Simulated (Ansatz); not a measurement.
Polymorphs of V, each relaxed with PBE in the plane-wave PAW code Ansatz:

A: diamond (Fd-3m)
a = b = c = 5.4684 Å, α = β = γ = 90.00°

```csv
atom,site,symmetry,x,y,z
V,8b,-43m,0.5000,0.5000,0.5000
```

B: bcc (W type) (Im-3m)
a = 2.996 Å, b = 2.996 Å, c = 2.996 Å, α = 90.00°, β = 90.00°, γ = 90.00°

```csv
atom,site,symmetry,x,y,z
V,2a,m-3m,0.0000,0.0000,0.0000
```

Order them by energy per atom at 0 K (lowest first) at the level PBE.

B (+0 meV/atom), A (+2302 meV/atom)

Spin orders computed, not proven ground states: A ferromagnetic. Typed or built starts, not in the databases checked: A. Not the usual ambient phase: A. Began spin-polarised and lost the moments: B. All cells were relaxed under the symmetry of their starts (and spin orders); stability against distortions was not tested throughout.

Energies hold the estimated change up to a 700 eV cutoff; steps of a few meV lie near the error of the meshes.

Potentials: the later of the program's two PAW sets.
